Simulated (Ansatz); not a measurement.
Here is the system:

Starting cell, CeO2 (fluorite):

```
CELL_PARAMETERS angstrom
      0.00000     2.71896     2.71896
      2.71896     0.00000     2.71896
      2.71896     2.71896     0.00000
ATOMIC_POSITIONS crystal
  Ce 0.00000 0.00000 0.00000
  O  0.25000 0.25000 0.25000
  O  0.75000 0.75000 0.75000
```

In this cell atom 1 (Ce, nearest neighbour O at 2.355 Å; its periodic images, 3.8 Å or more away, move with it) is moved by s along Cartesian x, unit vector (1.000, 0.000, 0.000); all other atoms and the cell stay fixed.

All values below come from r2SCAN (plane waves to 500 eV, PAW, scalar-relativistic; Ansatz, a quantum-chemistry and plane-wave program). k mesh 9×9×9 (Γ-centred), Fermi-Dirac smearing 0.05 eV. E stands for the smeared free energy. CeO2 is run without spin polarisation. CeO2 was relaxed with its symmetry unable to fall. The PAW data are Ansatz's earlier set. The filling of the f shell was not checked against other fillings, so treat energies with care. ΔE is measured from the undisplaced structure.

The scan covers s from -0.240 to 0.240 Å in 11 points.

### Question
Is this a single well or a double well?

### Answer
A single well with its minimum at or next to zero displacement.

### Question
Is the energy the same for equal positive and negative displacements?

### Answer
Even: the same for both signs. With its periodic images moving along, the atom's site symmetry in this cell is m-3m.

### Question
What is the force constant k = d²E/ds² of this move at s = 0?

### Answer
6.87 eV/Å².

(A displaced cell: forces are minus the slopes of the energy, force constants its curvatures, and phonons follow from these.)
